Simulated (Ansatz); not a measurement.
CoW:
```yaml
crystal:
  lattice:
    - [0.00000, 2.41783, 2.41783]
    - [2.41783, 0.00000, 2.41783]
    - [2.41783, 2.41783, 0.00000]
  atoms:
    - { symbol: Co, position: [0.00000, 0.00000, 0.00000] }
    - { symbol: W, position: [0.50000, 0.50000, 0.50000] }
```
The run is spin-polarised; directions of the spins, atom by atom: 0 0.

Relaxed with r²SCAN.

Q: Give the Bader charges and basin volumes of the independent atoms, plane-wave PAW r²SCAN (Ansatz code).

A: 

| atom | Bader charge (e) | Bader volume (Å³) |
|---|---|---|
| Co1 | -0.76 | 13.2 |
| W2 | +0.76 | 15.1 |

Space group Fm-3m (rock salt). The start of the workflow was typed in or built on a structure type; neither database checked (COD, Materials Project) lists it. Whether it is the stable phase at ambient conditions was not checked. The cell was relaxed with r²SCAN under the symmetry of its start; whether a distortion lowers the energy is not shown. Spin order of the final state: ferromagnetic, the only order run, not a proven ground state. Its formation energy is positive at this level, so the cell may be metastable or incomplete. Other orbital occupations within this spin state were not tried. Scalar-relativistic: spin–orbit coupling is off unless named, which matters more the heavier the elements.

Potentials: the later of the program's two PAW sets.
